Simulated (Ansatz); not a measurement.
The relaxed structure here is a generated cell of Si2Mo: the first start was made by placing the elements on the sites of a structure type, and the end was not matched to a known phase here, so it may be hypothetical. Known forms of Si2Mo include space group No. 139.

One starting cell of Si2Mo (a generated cell, Si2Mo built in the AFLOW prototype AB2_cP12_205_a_c (C2, as in FeS2)) was relaxed twice with Ansatz (plane waves, PAW, scalar-relativistic): with r2SCAN at 500 eV and with PBE at 420 eV. The r2SCAN result:

```
Si2Mo
1.0
    6.02003     0.00000     0.00000
    0.00000     6.02003     0.00000
    0.00000     0.00000     6.02003
Mo Si
4 8
Direct
  0.00000   0.00000   0.00000
  0.50000   0.50000   0.00000
  0.00000   0.50000   0.50000
  0.50000   0.00000   0.50000
  0.37992   0.37992   0.37992
  0.87992   0.12008   0.62008
  0.62008   0.87992   0.12008
  0.12008   0.62008   0.87992
  0.62008   0.62008   0.62008
  0.12008   0.87992   0.37992
  0.37992   0.12008   0.87992
  0.87992   0.37992   0.12008
```

```
quantity                          r2SCAN   PBE
--------------------------------  ------  ----
space group                         Pa-3  Pa-3
volume (Å³/atom)                   18.18     ?
a (Å)                              6.020     ?
gap (eV, no spin-orbit coupling)    0.00     ?
```

### Question
Fill in the PBE column.

### Answer

- volume (Å³/atom), PBE: 18.25
- a (Å), PBE: 6.027
- gap (eV, no spin-orbit coupling), PBE: 0.00

Both levels end in the same structure; PBE's volume is within 0.5 % of r2SCAN's. Neither column is exact.

No spin polarisation in the result. A magnetic state may lie lower.

The run could not lose the symmetry of its start: the end is stationary, and may be a saddle point rather than a minimum.

Ansatz is a program for electronic structure.
